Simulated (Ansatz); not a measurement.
The relaxed structure here is a generated cell of WS2: the first start was made by placing the elements on the sites of a structure type, and the end was not matched to a known phase here, so it may be hypothetical. Known forms of WS2 include space group No. 194.

A relaxed structure of WS$_{2}$. Space group P321 (No. 150), AFLOW prototype A2B_hP9_150_ef_bd (C22, as in Fe2P). Level of theory: r2SCAN (plane waves to 500 eV, PAW, scalar-relativistic; Ansatz, a program for electronic structure).

```xyz
9
Lattice="6.2798 0.0000 0.0000 -3.1399 5.4385 0.0000 0.0000 0.0000 4.4518" Properties=species:S:1:pos:R:3 pbc="T T T"
S      1.7582     0.0000     0.0000
S     -0.8791     1.5226     0.0000
S      2.2608     3.9159     0.0000
S      3.9299     0.0000     2.2259
S     -1.9650     3.4034     2.2259
S      1.1749     2.0351     2.2259
W      0.0000     0.0000     2.2259
W      0.0000     3.6257     3.4547
W      3.1399     1.8128     0.9970
```

For WS2, the volume per atom is 16.89 Å³. The band gap is no gap (metallic) and the shortest distances comes out as S–W 2.33 Å; S–S 3.05 Å. The k-mesh is 9×9×11.

Band energies at high-symmetry points (eV from the Fermi level; labels of this space group; no spin-orbit coupling), from −5 eV up to 1.7 eV:

| point | energies |
|---|---|
| Γ | -4.64 -4.64 -4.42 -4.42 -4.38 -3.51 -3.51 -2.02 -1.75 -1.75 -0.97 -0.78 -0.27 -0.27 0.15 0.15 1.11 1.11 1.56 |
| M | -4.83 -4.73 -4.37 -4.10 -3.52 -3.03 -3.01 -2.29 -2.08 -1.99 -1.40 -0.45 -0.42 0.03 0.67 1.32 1.37 1.72 |
| K | -4.84 -4.04 -4.04 -3.54 -2.91 -2.91 -2.45 -2.45 -2.00 -0.85 -0.48 -0.48 0.33 0.33 1.33 1.33 1.66 1.67 |
| A | -4.62 -4.48 -4.48 -3.67 -3.36 -2.41 -2.41 -0.80 -0.80 -0.39 -0.11 -0.11 -0.01 -0.01 0.63 0.83 |
| L | -4.37 -4.34 -3.41 -3.34 -3.30 -3.15 -2.52 -1.95 -1.80 -1.56 -0.68 -0.65 0.17 0.32 0.69 0.75 1.64 1.72 |
| H | -4.70 -4.70 -4.67 -3.66 -3.36 -3.36 -2.90 -2.84 -2.84 -2.78 -1.90 -1.90 -0.59 -0.36 -0.36 0.36 0.88 0.88 1.68 1.68 |

No spin polarisation in the result.

The run could not lose the symmetry of its start, so the end can be a saddle point.
